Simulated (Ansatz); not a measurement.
Data:

BN:
```cif
data_B2N2
_chemical_formula_sum 'B2 N2'
_space_group_name_H-M_alt 'P 1'
_space_group_IT_number 1
_cell_length_a 2.54391
_cell_length_b 2.54391
_cell_length_c 4.20786
_cell_angle_alpha 90.000
_cell_angle_beta 90.000
_cell_angle_gamma 120.000
loop_
_space_group_symop_operation_xyz
  'x, y, z'
loop_
_atom_site_label
_atom_site_type_symbol
_atom_site_fract_x
_atom_site_fract_y
_atom_site_fract_z
_atom_site_occupancy
B1 B 0.66667 0.33333 0.99991 1
B2 B 0.33333 0.66667 0.49991 1
N1 N 0.66667 0.33333 0.62529 1
N2 N 0.33333 0.66667 0.12529 1
```

This is the r²SCAN-relaxed structure.

Problem. All from r²SCAN in the plane-wave PAW code Ansatz, unless another level is named. Estimate the band gap.

Solution. 5.75 eV (indirect).

Problem. And the formation energy from the elements (no fitted shifts)?

Solution. -1.29 eV/atom.

Problem. And the weight of the conduction-edge state by species (Voronoi cells)?

Solution. B 57 %, N 43 %.

Problem. What about the conduction-band minimum?

Solution. at K (2 equivalent valleys).

Problem. Predict the valence-band maximum.

Solution. at Γ.

Problem. Predict the weight of the valence-edge state by species (Voronoi cells).

Solution. N 82 %, B 18 %.

Space group P6_3mc (wurtzite). The cell was relaxed with r²SCAN under the symmetry of its start. The references are the lowest solids computed at this level, not always the standard phases (solids in place of the gases).

Potentials: the later of the program's two PAW sets.
